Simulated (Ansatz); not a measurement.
LaP, DFT, LDA, PAW with Ansatz's default frozen-core files, scalar-relativistic (Ansatz 0.2.0), run on 1 thread of Arm Neoverse V2 on a shared host.

The cell comes from COD entry 1538844, which wasn't checked; take it as a given geometry. The listed cell was then made from it by scaling, straining or moving an atom.

Command: `ansatz run input.yaml --threads 1 --pin off --max-ram 3072MiB --backend cpu --events-out ev --progress --plain --runs-dir out`

```yaml
crystal:
  lattice:
    - [0.0, 2.982375, 3.0125]
    - [2.982375, 0.0, 3.0125]
    - [2.982375, 2.982375, 0.0]
  atoms:
    - { symbol: La, position: [0.0, 0.0, 0.0] }
    - { symbol: P, position: [0.5, 0.5, 0.5] }
kpoints:
  mp_grid: { grid: [10, 10, 10] }
scf:
  occupations: { method: fermi_dirac, width: 0.03 }
hamiltonian:
  xc: lda
  pseudopotentials: { kind: paw }
output:
  forces: true
  stress: true
  eigenvalues: true
  efg: { contact_densities: true }
  write_density: true
  write_potential: true
  elf: true
  volumetric_format: npy
```

Task: How large is the problem that the program sets up?

Result: 102 irreducible k-points, 1055 plane waves at Γ, 12 bands.

Task: About how long does it take, and how much memory does it use?

Result: 5.9 s of wall time for 6 SCF iterations, with a peak of 0.43 GiB. Times on shared machines scatter by tens of per cent.

Task: And the same cell and mesh by all-electron PAW (datasets made for this crystal), asked for forces, stress, eigenvalues, efg, on the same hardware?

Result: 10 s, peak memory 0.51 GiB.
